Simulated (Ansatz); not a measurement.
A relaxed structure of TiB2 is spoiled in several ways and relaxed again each time (noise and exchanges are one random draw each; squeezed and stretched starts keep its symmetry, which their runs cannot lower; pressure is positive under compression). Computed with PBE (plane waves to 420 eV, PAW, scalar-relativistic; Ansatz, a quantum-chemistry and plane-wave program).

```cif
data_B2Ti
_chemical_formula_sum 'Ti1 B2'
_space_group_name_H-M_alt 'P6/mmm'
_space_group_IT_number 191
_space_group_name_Hall '-P 6 2'
_cell_length_a 3.03190
_cell_length_b 3.03190
_cell_length_c 3.22434
_cell_angle_alpha 90.000
_cell_angle_beta 90.000
_cell_angle_gamma 120.000
loop_
_atom_site_label
_atom_site_type_symbol
_atom_site_symmetry_multiplicity
_atom_site_Wyckoff_symbol
_atom_site_fract_x
_atom_site_fract_y
_atom_site_fract_z
_atom_site_occupancy
Ti1 Ti 1 a 0.00000 0.00000 0.00000 1
B1 B 2 d 0.33333 0.66667 0.50000 1
```

| change | first pressure (GPa) | largest first force (eV/Å) | released (eV/atom) | moves | outcome | final group | E − E(parent) (eV/atom) |
|---|---|---|---|---|---|---|---|
| with one Ti and one B atom exchanged in a cell of 6 atoms | – | – | 1.2 | 30 | trapped higher | Pmm2 | +1.37 |
| squeezed uniformly to 88 % of its volume | 42 | 0.0 | 0.12 | 10 | returns to the parent | P6/mmm | 0.00 |
| stretched uniformly to 150 % of its volume | [?] | 0.0 | [?] | 11 | [?] | [?] | [?] |

**Question.** Complete the blanks.

**Answer.** 
- stretched uniformly to 150 % of its volume, first pressure (GPa): -47
- stretched uniformly to 150 % of its volume, released (eV/atom): 0.87
- stretched uniformly to 150 % of its volume, outcome: returns to the parent
- stretched uniformly to 150 % of its volume, final group: P6/mmm
- stretched uniformly to 150 % of its volume, E − E(parent) (eV/atom): 0.00

First-step values come from each run's starting, coarser k-mesh (9×9×7, 9×9×8, 8×8×6). Each cell has its own k-point mesh; energy differences are given only to the digits this allows. No spin polarisation in the result.
